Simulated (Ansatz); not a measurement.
AgCl:
```cif
data_Ag4Cl4
_chemical_formula_sum 'Ag4 Cl4'
_space_group_name_H-M_alt 'Fm-3m'
_space_group_IT_number 225
_space_group_name_Hall '-F 4 2 3'
_cell_length_a 5.35414
_cell_length_b 5.35414
_cell_length_c 5.35414
_cell_angle_alpha 90.000
_cell_angle_beta 90.000
_cell_angle_gamma 90.000
loop_
_atom_site_label
_atom_site_type_symbol
_atom_site_symmetry_multiplicity
_atom_site_Wyckoff_symbol
_atom_site_fract_x
_atom_site_fract_y
_atom_site_fract_z
_atom_site_occupancy
Ag1 Ag 4 b 0.50000 0.50000 0.50000 1
Cl1 Cl 4 a 0.00000 0.00000 0.00000 1
```
(The calculation used a cell of 2 atoms; values per cell refer to that cell.)

Relaxed with LDA in the plane-wave PAW code Ansatz. Indices refer to the conventional cell of Fm-3m, a = b = c = 5.354 Å, α = β = γ = 90.00°.

Question: Simulate the powder diffraction pattern (Cu Kα1, λ = 1.54056 Å; lines above 1 %) up to 2θ = 90°.

Answer: Simulated powder pattern, Cu Kα1, λ = 1.54056 Å (kinematic, ideal powder, no thermal factors, no anomalous dispersion; the 30 strongest lines at most, above 1 %, up to 2θ = 90°):

```csv
2θ (°),d (Å),I/Imax (%),hkl
28.86,3.091,52,(111)
33.44,2.677,100,(200)
48.02,1.893,68,(220)
57.00,1.614,23,(311)
59.78,1.546,22,(222)
70.26,1.339,10,(400)
77.67,1.228,9.0,(331)
80.09,1.197,28,(420)
89.63,1.093,22,(422)
```

The LDA relaxation kept the symmetry of its start; phonons on a q-mesh show no instability. The run is not spin-polarised.

Potentials: the later of the program's two PAW sets.
